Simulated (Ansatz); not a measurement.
**Ni (omega (AlB2-type)): energy against volume**

The calculation used Ansatz, DFT, LDA (PW92), plane waves (420 eV) with PAW, scalar-relativistic. (PAW data from PBE, frozen cores regenerated.)

The cell is scaled uniformly from the relaxed one, with fractional coordinates and shape fixed. Energies are extrapolated to zero smearing, pressures are those at the given smearing. Magnetic state: ferromagnetic.

A Birch-Murnaghan fit gives V₀ = 10.22 Å³/atom, B₀ = 242 GPa, B₀′ = 4.7.

Question: What are the energy above the minimum and the pressure at 8.999 Å³/atom?

Answer: 139.9 meV/atom and 41.68 GPa as computed.

Question: What are the energy above the minimum and the pressure at 9.408 Å³/atom?

Answer: 56.9 meV/atom and 24.42 GPa as computed.

Question: What are the energy above the minimum and the pressure at 11.454 Å³/atom?

Answer: 90.4 meV/atom and -20.89 GPa as computed.
